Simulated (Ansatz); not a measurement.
O-17 NMR of the central transition in MgH12Cl2O6

Cell: a Materials Project structure (computed, not necessarily an observed phase).

```cif
data_MgH12Cl2O6
_symmetry_space_group_name_H-M 'C2/m'
_symmetry_Int_Tables_number 12
_cell_length_a 9.9359
_cell_length_b 7.1411
_cell_length_c 6.1098
_cell_angle_alpha 90.000
_cell_angle_beta 93.900
_cell_angle_gamma 90.000
loop_
_atom_site_label
_atom_site_type_symbol
_atom_site_symmetry_multiplicity
_atom_site_Wyckoff_symbol
_atom_site_fract_x
_atom_site_fract_y
_atom_site_fract_z
Mg Mg 2 a 0.0000 0.0000 0.0000
H2 H 4 i 0.2387 0.0000 0.2611
H4 H 4 i 0.2714 0.0000 0.0067
H6 H 8 j 0.5222 0.1986 0.2797
H10 H 8 j 0.3823 0.3018 0.3173
Cl Cl 4 i 0.3176 0.0000 0.6124
O16 O 4 i 0.1995 0.0000 0.1092
O18 O 8 j 0.4575 0.2935 0.2213
```

One atom of each set is listed; the run and its k-mesh use a cell of 21 atoms with edges of 6.12, 6.12, 6.11 Å.

Computed with Ansatz: DFT, PBE, plane waves and PAW, scalar-relativistic, 420 eV cutoff, Γ-centred 4×4×4 k-points, Fermi–Dirac smearing 0.02 eV.

O-17 has I = 5/2 and Q = -25.58 mb (Pyykkö 2018); at 21.1 T its Larmor frequency is ν₀ = 121.8 MHz. Only the quadrupole interaction is simulated: positions count from each site's isotropic chemical shift, and J coupling is left out, as are shift anisotropy and dipolar coupling, which fast spinning averages.

Problem. Simulate the second-order pattern (fast magic-angle spinning, Gaussian broadening 0.7 kHz) of site O16 (2 H at 0.98 Å, 1 Mg at 2.05 Å).

Solution. The calculation gives C_Q = 9.77 MHz and η = 0.74, so ν_Q = 1.47 MHz and the centre of gravity lies at -45.7 ppm (-5.56 kHz).

| offset (kHz) | height |
| --- | --- |
| -13.44 | 0 |
| -12.83 | 4 |
| -12.22 | 9 |
| -11.61 | 13 |
| -11.00 | 22 |
| -10.39 | 25 |
| -9.78 | 26 |
| -9.17 | 29 |
| -8.56 | 32 |
| -7.95 | 36 |
| -7.34 | 56 |
| -6.73 | 100 |
| -6.12 | 92 |
| -5.51 | 92 |
| -4.90 | 89 |
| -4.29 | 68 |
| -3.68 | 56 |
| -3.07 | 49 |
| -2.46 | 44 |
| -1.85 | 41 |
| -1.24 | 38 |
| -0.63 | 33 |
| -0.02 | 13 |
| 0.59 | 1 |

At O16 V_zz stands upright on the plane through its three neighbours (within 1°).

The largest force is 0.3 eV/Å, so the atoms aren't at the calculated equilibrium and relaxing them would move these values.
